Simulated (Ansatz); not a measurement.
TaAl (rock salt, space group No. 225), DFT-r²SCAN in the program Ansatz with PAW potentials, all energies at zero smearing, with the estimated change up to a 700 eV cutoff added, with one set of potentials and settings (totals compare only within such a set). Cell of 2 atoms (1 Ta, 1 Al): -10483.741 eV.

| element | reference phase | E (eV/atom) |
|---|---|---|
| Ta | Im-3m, 1 atoms in the cell | -9944.3222 |
| Al | Fm-3m, 1 atoms in the cell | -540.4083 |

Formation energy per atom, worked out: (-10483.741 − 1×(-9944.3222) − 1×(-540.4083))/2 = 0.495 eV/atom (48 kJ per mol of atoms), at 0 K, without zero-point energy or fitted corrections.

The start of the workflow was typed in or built on a structure type; neither database checked (COD, Materials Project) lists it. Its standing as an ambient phase is unchecked. The cell was relaxed with r²SCAN under the symmetry of its start. At this level the phase is mechanically unstable. No spin polarisation was allowed. Its formation energy is positive at this level, so the cell may be metastable or incomplete. The references are the lowest solids computed at this level, not always the standard phases. Scalar-relativistic: spin–orbit coupling is off unless named, which matters more the heavier the elements.

Potentials: the later of the program's two PAW sets.
